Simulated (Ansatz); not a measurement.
Method: DFT, BLYP, plane waves (420 eV) with PAW, scalar-relativistic in Ansatz. The PAW files were generated under PBE, with cores re-solved for the functional.

An element in the bcc structure gives this curve. The cell is scaled uniformly from the relaxed one, with fractional coordinates and shape fixed. Energies are extrapolated to zero smearing, pressures are those at the given smearing. Magnetic state: spin not included.

```tsv
V (Å³/atom)	E − E₀ (meV/atom)	P (GPa)
19.293	38.4	5.20
20.169	16.3	3.10
21.046	4.3	1.44
21.923	0.1	0.13
22.800	2.2	-0.93
23.677	9.6	-1.78
24.554	21.2	-2.47
```

Task: Which element is it?
A. gallium
B. magnesium
C. lithium
D. arsenic

Result: A. Its fit is V₀ = 22.03 Å³/atom, B₀ = 28 GPa, B₀′ = 4.4.
